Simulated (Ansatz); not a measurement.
BaHfO3 (cubic perovskite, Pm-3m), the program Ansatz at the PBEsol level (PAW): ε∞ = 4.76, cell volume 71.86 Å³. Infrared-active transverse modes:

```tsv
ω_TO (cm⁻¹)	oscillator strength S_xx (e²/amu)
98.6	0.2904
183.2	1.044
523.7	0.7391
```

Problem. Compute the static dielectric constant.

Solution. Each mode adds (4.921e7/V) S/ω²: 20.45, 21.30, 1.85. So ε0 = 48.4.

The cell was relaxed with PBEsol under the symmetry of its start; of distortions, only those at the zone centre were tested. The run is not spin-polarised. Scalar-relativistic: spin–orbit coupling is off unless named, which matters more the heavier the elements.

Potentials: the later of the program's two PAW sets.
